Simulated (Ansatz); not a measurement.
**Structures of InB3: which is lowest?**

Plane-wave DFT in Ansatz with scalar-relativistic PAW potentials, cutoff 420 eV, Γ-centred meshes chosen by cell and gap, Gaussian smearing with energies taken to zero width. Every cell was relaxed (cell and atoms) in a run of its own, within the symmetry of its start. Functional: PBE.

Relaxed structures (starts from databases or built by putting these elements on another compound's sites):
A. R-3m, 8 atoms in the computed cell, a = 6.647 Å, c = 7.525 Å; sites (symmetry × multiplicity) In 3m × 6, B .m × 18; start: built
B. R-3, 8 atoms in the computed cell, a = 4.495 Å, c = 18.924 Å; sites (symmetry × multiplicity) In 3. × 6, B 1 × 18; start: built

Problem. Rank them by energy. Could pressure change the order?

Solution.
| structure | group | E − E(lowest) (meV/atom) | V (Å³/atom) | gap on mesh (eV) |
| --- | --- | --- | --- | --- |
| B | R-3 | 0.0 | 13.80 | 0.00 |
| A | R-3m | 215 | 12.00 | 0.00 |

B is lowest, 215 meV/atom under A. A is denser by 1.80 Å³/atom, so pressure favours it: ΔE/ΔV, with ΔE in eV and 1 eV/Å³ = 160.2 GPa, gives about 19 GPa for equal enthalpy if both cells were rigid; at such pressures compression changes ΔV much, so this is a scale only. Other structures may lie lower than all of these, and vibrations aren't counted.